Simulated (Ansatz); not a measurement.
A geometry of TiAl away from equilibrium: step 2 of the relaxation of a relaxed TiAl cell, doubled along one cell vector, shaken by Gaussian noise of σ = 0.08 Å a coordinate. Calculation: r2SCAN (plane waves to 500 eV, PAW, scalar-relativistic; Ansatz, a program for electronic structure). Γ-centred k-mesh 5×9×12 on the run's cell (coarser than for final values), Fermi–Dirac smearing 0.05 eV.

```yaml
crystal:
  lattice:
    - [-3.82928, 3.80600, 8.74860]
    - [1.90403, -1.91852, 4.37645]
    - [1.91452, 1.91840, -4.38109]
  atoms:
    - { symbol: Ti, position: [0.37413, 0.25406, 0.49903] }
    - { symbol: Ti, position: [0.86792, 0.26278, 0.49357] }
    - { symbol: Ti, position: [0.99944, 0.01147, 0.00318] }
    - { symbol: Ti, position: [0.50307, 0.01768, 0.00902] }
    - { symbol: Al, position: [0.24350, 0.50269, 0.00490] }
    - { symbol: Al, position: [0.75004, 0.51524, 0.00716] }
    - { symbol: Al, position: [0.12431, 0.75900, 0.50240] }
    - { symbol: Al, position: [0.61759, 0.76293, 0.49703] }
```

Task: What forces act on the atoms (eV/Å)?

Result: 
| atom | Fx | Fy | Fz |
|---|---|---|---|
| Ti1 | 0.30 | -0.08 | -0.02 |
| Ti2 | -0.02 | 0.29 | 0.09 |
| Ti3 | 0.05 | -0.09 | -0.10 |
| Ti4 | -0.02 | -0.22 | -0.50 |
| Al5 | -0.07 | 0.01 | 0.38 |
| Al6 | -0.08 | -0.02 | -0.04 |
| Al7 | 0.03 | -0.10 | -0.01 |
| Al8 | -0.20 | 0.21 | 0.19 |

Task: What is the pressure?

Result: +2.1 GPa, compression positive.

Task: How much energy per atom can still be gained by relaxing?

Result: 0.01 eV/atom; the path ends in I4₁/amd (No. 141).

No spin polarisation in the result.

The end of the path is a generated cell of TiAl: the first start was made by placing the elements on the sites of a structure type, and the end was not matched to a known phase here, so it may be hypothetical. Known forms of TiAl include space group No. 123.
